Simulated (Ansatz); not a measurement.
An elastic tensor (GPa, Voigt order, standard axes) from r²SCAN in the plane-wave PAW code Ansatz:

```
77.2  14.3  14.3   0.0   0.0   0.0
14.3  77.2  14.3   0.0   0.0   0.0
14.3  14.3  77.2   0.0   0.0   0.0
 0.0   0.0   0.0  12.3   0.0   0.0
 0.0   0.0   0.0   0.0  12.3   0.0
 0.0   0.0   0.0   0.0   0.0  12.3
```

### Question
Pick the material that matches.
A. GaN, rock salt
B. KF, rock salt
C. BiB, rock salt
D. BAs, rock salt

### Answer
B, KF, rock salt

Space group Fm-3m (rock salt). The r²SCAN relaxation kept the symmetry of its start; phonons on a q-mesh show no instability.

Potentials: the later of the program's two PAW sets.
